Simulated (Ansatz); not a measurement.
Relaxed-ion elastic tensor of TiO2 (rutile, space group No. 136) in GPa (Voigt order), DFT-LDA in the program Ansatz with PAW potentials; density 4.40 g/cm³, 10.06 Å³ per atom.

```
297  220  175  0.0  0.0  0.0
220  297  175  0.0  0.0  0.0
175  175  528  0.0  0.0  0.0
0.0  0.0  0.0  125  0.0  0.0
0.0  0.0  0.0  0.0  125  0.0
0.0  0.0  0.0  0.0  0.0  245
```

Is the crystal mechanically stable?

Yes: the smallest eigenvalue of C is 77.2 GPa.

Work out the Voigt, Reuss and Hill averages.

K_V = 251, K_R = 242, K_H = 247; G_V = 136, G_R = 94.3, G_H = 115 GPa.

Give Young's modulus, Poisson's ratio, Pugh's ratio and the universal anisotropy index.

E = 9KG/(3K + G) = 299 GPa; ν = 0.30; K/G = 2.14 (ductile by the Pugh limit of 1.75); A_U = 5G_V/G_R + K_V/K_R − 6 = 2.25.

Estimate the sound speeds and the Debye temperature.

v_l = √((K + 4G/3)/ρ) = 9540 m/s, v_t = √(G/ρ) = 5120 m/s, mean 5720 m/s; Θ = (h/k)(3n/4πV)^(1/3) v_m = 788 K.

How much does each axis shrink under pressure?

Linear compressibilities β_i = Σ_j S_ij (j = 1 to 3): x 1.7, y 1.7, z 0.79 per TPa.

Space group P4_2/mnm (rutile). The LDA relaxation kept the symmetry of its start; phonons on a q-mesh show weakly imaginary modes. No spin polarisation was allowed.

Potentials: the later of the program's two PAW sets.
